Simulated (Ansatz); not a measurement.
GaN:
```
CELL_PARAMETERS angstrom
      2.74195     0.00000     0.00000
      0.00000     2.74195     0.00000
      0.00000     0.00000     2.74195
ATOMIC_POSITIONS crystal
  Ga 0.00000 0.00000 0.00000
  N  0.50000 0.50000 0.50000
```

Relaxed with PBE. Special points in fractions of this cell's reciprocal vectors: Γ (0.000, 0.000, 0.000); X (0.000, 0.500, 0.000); M (0.500, 0.500, 0.000); R (0.500, 0.500, 0.500).

Task: List the band energies nearest the Fermi level at these points for the program Ansatz at the PBE with spin–orbit coupling level (PAW).

Result: In eV from the Fermi level; about four levels below and three above (degenerate sets whole), none deeper than 8.9 eV; points with the same levels are listed once.

| k | below | above |
|---|---|---|
| Γ | -1.25 -1.25 -1.25 -1.25 | 9.88 9.88 9.88 9.88 |
| X | – | 0.08 0.08 0.10 0.10 |
| M | -6.09 -6.09 -2.56 -2.56 | 0.47 0.47 8.16 8.16 |
| R | -2.96 -2.96 -2.96 -2.96 -2.95 -2.95 | 1.36 1.36 1.61 1.61 1.61 1.61 |

Space group Pm-3m (CsCl type). The cell is a constructed one: a structure type filled with these elements; neither database checked (COD, Materials Project) lists it. It is not the phase usual at ambient conditions (space group No. 186, 216). The cell was relaxed with PBE under the symmetry of its start; its stability against distortions is not shown here.

Potentials: the later of the program's two PAW sets.
